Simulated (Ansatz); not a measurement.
A plane-wave DFT run in Ansatz 0.2.0 (scalar-relativistic PAW potentials unless the input names others): input and command.

```yaml
crystal:
  lattice:
    - [1.4292752224, 0.8251924344, 7.8941814539]
    - [-1.4292752224, 0.8251924344, 7.8941814539]
    - [0.0, -1.6503848688, 7.8941814539]
  atoms:
    - { symbol: Re, position: [0.0, 0.0, 0.0] }
    - { symbol: Re, position: [0.2150216036, 0.2150216036, 0.2150216036] }
    - { symbol: Re, position: [0.7849783964, 0.7849783964, 0.7849783964] }
    - { symbol: C, position: [0.394664767, 0.394664767, 0.394664767] }
    - { symbol: C, position: [0.605335233, 0.605335233, 0.605335233] }
basis:
  ecutwfc: 420
kpoints:
  mp_grid: { grid: [18, 18, 18] }
hamiltonian:
  xc: PBE-sol
scf:
  occupations: { method: gaussian, width: 0.1 }
  max_iter: 75
output:
  forces: true
  eigenvalues: true
  stress: true
```

```bash
ansatz run input.yaml --threads 1 --pin off --max-ram 2560MiB --backend cpu --events-out ev --progress --plain --runs-dir out
```

**Question.** What will the program do with this input?

**Answer.** The program refuses it, because of an unknown functional (hamiltonian.xc: "pbe" → "PBE-sol"; the functional meant is spelt pbesol). With the sound run's settings it is accepted.

Abridged log:
```
Error: YAML parse error: error: line 17 column 7: hamiltonian.xc: unknown variant `PBE-sol`, expected one of `lda`, `lda-pw`, `pw92`, `pbe`, `pbesol`, `rpbe`, `revpbe`, `blyp`, `pbe0`, `revpbe0`, `b3lyp`, `b3lyp5`, `hse06`, `wpbeh`, `hiss`, `lc_wpbe`, `cam_b3lyp`, `hf`, `r2scan`, `r2scanh`, `r2scan0`, `r2scan50`, `mr2scan`
  --> <input>:17:7
   |
15 |   mp_grid: { grid: [18, 18, 18] }
16 | hamiltonian:
17 |   xc: PBE-sol
   |       ^ hamiltonian.xc: unknown variant `PBE-sol`, expected one of `lda`, `lda-pw`, `pw92`, `pbe`, `pbesol`, `rpbe`, `revpbe`, `blyp`, `pbe0`, `revpbe0`, `b3lyp`, `b3lyp5`, `hse06`, `wpbeh`, `hiss`, `lc_wpbe`, `cam_b3lyp`, `hf`, `r2scan`, `r2scanh`, `r2scan0`, `r2scan50`, `mr2scan`
18 | scf:
19 |   occupations: { method: gaussian, width: 0.1 }
   |
```